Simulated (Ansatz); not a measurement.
MgF2:
```cif
data_F2Mg
_chemical_formula_sum 'Mg1 F2'
_space_group_name_H-M_alt 'P-3m1'
_space_group_IT_number 164
_space_group_name_Hall '-P 3 2"'
_cell_length_a 3.06370
_cell_length_b 3.06370
_cell_length_c 4.38077
_cell_angle_alpha 90.000
_cell_angle_beta 90.000
_cell_angle_gamma 120.000
loop_
_atom_site_label
_atom_site_type_symbol
_atom_site_symmetry_multiplicity
_atom_site_Wyckoff_symbol
_atom_site_fract_x
_atom_site_fract_y
_atom_site_fract_z
_atom_site_occupancy
Mg1 Mg 1 a 0.00000 0.00000 0.00000 1
F1 F 2 d 0.33333 0.66667 0.21287 1
```

Relaxed with r²SCAN+D4. 

Question: HSE06 on this cell (Ansatz, a program for electronic structure, PAW) gives a gap of 9.24 eV. What does r²SCAN+D4 give?

Answer: 7.87 eV.

Cost on shared cores: the r²SCAN+D4 run (SCF on a 10×10×6 mesh, then bands and DOS) about 26 core-seconds (a rough figure), the HSE06 run (SCF on 8×8×5, then a few points) very roughly 80 core-seconds; the tasks are unlike.

The start of the workflow was typed in or built on a structure type; neither database checked (COD, Materials Project) lists it. It is not the phase usual at ambient conditions (space group No. 136). Symmetry was held in the r²SCAN+D4 relaxation; its stability against distortions is not shown here.

Potentials: the earlier of the program's two PAW sets.

Ansatz is a plane-wave DFT program.
